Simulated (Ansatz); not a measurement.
The start is a generated trial cell of Ta in the AFLOW prototype A_oP8_62_2c (A_c). A full variable-cell relaxation at zero pressure is run with PBEsol (plane waves to 420 eV, PAW, scalar-relativistic; Ansatz, a first-principles code). First-step values are on the input's coarse k-mesh.

Ansatz input (later rounds restart from its end on a renewed k-mesh):
Ansatz 0.2 input:
```yaml
crystal:
  lattice:
    - [6.5344311, 0, 0]
    - [0, 4.6318652, 0]
    - [0, 0, 4.7927007]
  atoms:
    - { symbol: Ta, position: [0.464, 0.25, 0.292] }
    - { symbol: Ta, position: [0.964, 0.25, 0.208] }
    - { symbol: Ta, position: [0.536, 0.75, 0.708] }
    - { symbol: Ta, position: [0.036, 0.75, 0.792] }
    - { symbol: Ta, position: [0.181, 0.25, 0.658] }
    - { symbol: Ta, position: [0.681, 0.25, 0.842] }
    - { symbol: Ta, position: [0.819, 0.75, 0.342] }
    - { symbol: Ta, position: [0.319, 0.75, 0.158] }
basis: { ecutwfc: 420, ecutrho_ratio: 4, xc_grid: 2, fft_grid_basis: typed }
kpoints: { mp_grid: { grid: [5, 7, 7] } }
hamiltonian:
  xc: pbesol
  dispersion: none
  pseudopotentials: { azcp: { folder: ./paw }, kind: paw }
scf: { occupations: { method: fermi_dirac, width: 0.05 } }
relax: { f_tol: 0.01, max_steps: 100, cell: { stress_tol: 0.02 } }
output: { forces: true, stress: true }
```

Problem. What symmetry does the relaxed structure have?

Solution. The space group goes from Pnma (No. 62) to Im-3m (No. 229); the end is bcc (W type), with 1 atom in the primitive cell.

Problem. How do the shortest distances between atoms change?

Solution. The closest pairs of elements (up to four, under 3.6 Å), start → end: Ta–Ta 2.55 → 2.84 Å.

Problem. Give the final cell and atomic positions.

Solution. 
```cif
data_Ta2
_chemical_formula_sum 'Ta2'
_space_group_name_H-M_alt 'Im-3m'
_space_group_IT_number 229
_space_group_name_Hall '-I 4 2 3'
_cell_length_a 3.28192
_cell_length_b 3.28192
_cell_length_c 3.28192
_cell_angle_alpha 90.000
_cell_angle_beta 90.000
_cell_angle_gamma 90.000
loop_
_atom_site_label
_atom_site_type_symbol
_atom_site_symmetry_multiplicity
_atom_site_Wyckoff_symbol
_atom_site_fract_x
_atom_site_fract_y
_atom_site_fract_z
_atom_site_occupancy
Ta1 Ta 2 a 0.00000 0.00000 0.00000 1
```
(The calculation used a cell of 1 atom; values per cell refer to that cell.)

Final values are on a 20×20×20 k-mesh of the relaxed cell. The start holds a very short contact (Ta–Ta 2.55 Å). No spin polarisation in the result.

The run could not lose the symmetry of its start.
